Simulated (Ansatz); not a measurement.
The relaxed structure here is a generated cell of Nb: the first start was made by placing the elements on the sites of a structure type, and the end was not matched to a known phase here, so it may be hypothetical. Known forms of Nb include space group No. 229.

One starting cell of Nb (a generated cell, Nb placed in the AFLOW prototype A_hR3_166_ac (C19, as in Sm)) was relaxed twice with Ansatz (plane waves, PAW, scalar-relativistic): with r2SCAN at 500 eV and with PBE at 420 eV. The r2SCAN result:

```xyz
3
Lattice="1.4292 0.8252 7.8755 -1.4292 0.8252 7.8755 0.0000 -1.6504 7.8755" Properties=species:S:1:pos:R:3 pbc="T T T"
Nb     0.0000     0.0000     0.0000
Nb     0.0000     0.0000     5.2516
Nb     0.0000     0.0000    18.3747
```

```tsv
quantity	r2SCAN	PBE
space group	R-3m	R-3m
volume (Å³/atom)	18.58	?
a (Å)	2.858	?
c (Å)	23.626	?
gap (eV, no spin-orbit coupling)	0.00	?
```

Task: Fill in the PBE column.

Result: 
- volume (Å³/atom), PBE: 18.68
- a (Å), PBE: 2.865
- c (Å), PBE: 23.643
- gap (eV, no spin-orbit coupling), PBE: 0.00

Both levels end in the same structure; PBE's volume is 0.5 % larger. Neither column is exact.

No spin polarisation in the result.

The run could not lose the symmetry of its start, so the end can be a saddle point.

Ansatz is a first-principles code.
